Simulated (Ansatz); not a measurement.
With PBE+D3(BJ) in the plane-wave PAW code Ansatz, Sb in the cubic phase (I-43m; Sb on 8c) relaxes to a = 6.617 Å. Sb has 3 nearest neighbours from 2.89 Å (trigonal pyramidal).

It is gapped at this level: 0.15 eV (direct). The valence maximum lies at Γ and the conduction minimum at Γ. Gap from PBE+D3(BJ) with spin–orbit coupling: none (metallic).

The bulk modulus is 122 kbar.

The start of the workflow was typed in or built on a structure type; neither database checked (COD, Materials Project) lists it. It is not the phase usual at ambient conditions (space group No. 166). The cell was relaxed with PBE+D3(BJ) under the symmetry of its start; whether a distortion lowers the energy is not shown. Scalar-relativistic: spin–orbit coupling is off unless named, which matters more the heavier the elements.

Potentials: the earlier of the program's two PAW sets.
